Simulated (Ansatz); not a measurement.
# Field gradients of Si3N4 from run to run

Cell of run 1: a structure deposited in the COD.

Space group P6_3/m (No. 176); a = 7.6140, c = 2.9123 Å, γ = 120.00°.

| site | Wyckoff | site symmetry | x | y | z |
| --- | --- | --- | --- | --- | --- |
| Si | 6h | m.. | 0.1799 | 0.7733 | 0.2500 |
| N7 | 2c | -6.. | 0.3333 | 0.6667 | 0.2500 |
| N9 | 6h | m.. | 0.3356 | 0.0330 | 0.2500 |

One atom of each set is listed.

Relaxed positions (PBE, cell held):

Si (0.1740, 0.7679, 0.2500)
N7 (0.3333, 0.6667, 0.2500)
N9 (0.3298, 0.0299, 0.2500)

All runs are DFT with Ansatz 0.2.0 (plane waves and PAW, scalar-relativistic unless spin–orbit coupling is named, Γ-centred meshes, Fermi–Dirac smearing where given) in this cell.

Run 1: PBE, gradients read without the response of the cores, atoms as given; 420 eV, 4×4×9 k-points, smearing 0.02 eV.
Run 2: PBE, gradients read without the response of the cores, atoms relaxed; 420 eV, 4×4×9 k-points, smearing 0.02 eV.
Run 3: r2SCAN, gradients read without the response of the cores, at the relaxed atoms; 500 eV, 4×4×9 k-points, smearing 0.02 eV.

```csv
run,Si V_zz (η),N7 V_zz (η),N9 V_zz (η)
1,-0.81 (0.24),-5.05 (0.00),-5.23 (0.05)
2,0.90 (0.27),-5.13 (0.00),-5.19 (0.07)
3,?,?,?
```

V_zz in 10²¹ V/m².

Question: Estimate the row of run 3.

Answer: Si: 0.90 (0.24); N7: -5.23 (0.00); N9: -5.20 (0.08). It lies nearest to run 2, from whose tensors on these sites it differs by 0.10 at most (largest principal value of the difference, on N7). Taken one at a time, the positions of the atoms (as given or relaxed) move the tensors on these sites by up to 0.74 (largest principal value of the change, on Si), the functional (r2SCAN with its higher cutoff) by 0.10 (N7). On some sites the largest principal value moves to another axis from run to run, and the sign of V_zz can flip with it.

In run 1 the atoms aren't at the calculated equilibrium (largest force 0.54 eV/Å).
